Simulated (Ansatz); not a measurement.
BeS:
```
CELL_PARAMETERS angstrom
      0.00000     2.43426     2.43426
      2.43426     0.00000     2.43426
      2.43426     2.43426     0.00000
ATOMIC_POSITIONS crystal
  S  0.75000 0.75000 0.75000
  Be 0.00000 0.00000 0.00000
```

Cartesian axes are those of the cell as given.

**Question.** Give the high-frequency dielectric tensor and the Born effective charge tensors of the independent atoms from DFPT, r²SCAN in the plane-wave PAW code Ansatz.

**Answer.** 
ε∞:
```
4.94  0.00  0.00
0.00  4.94  0.00
0.00  0.00  4.94
```
Z* of atom 1 (S), rows: field, columns: displacement, in e:
```
-1.67   0.00   0.00
 0.00  -1.67   0.00
 0.00   0.00  -1.67
```
Z* of atom 2 (Be), rows: field, columns: displacement, in e:
```
1.67  0.00  0.00
0.00  1.67  0.00
0.00  0.00  1.67
```

Static charges for comparison (Bader): S1 -1.67, Be2 +1.67 e. Born charges measure polarisation by displacement and can exceed these by far.

Space group F-43m (zinc blende). The cell was relaxed with r²SCAN under the symmetry of its start; phonons on a q-mesh show no instability.

Potentials: the later of the program's two PAW sets.
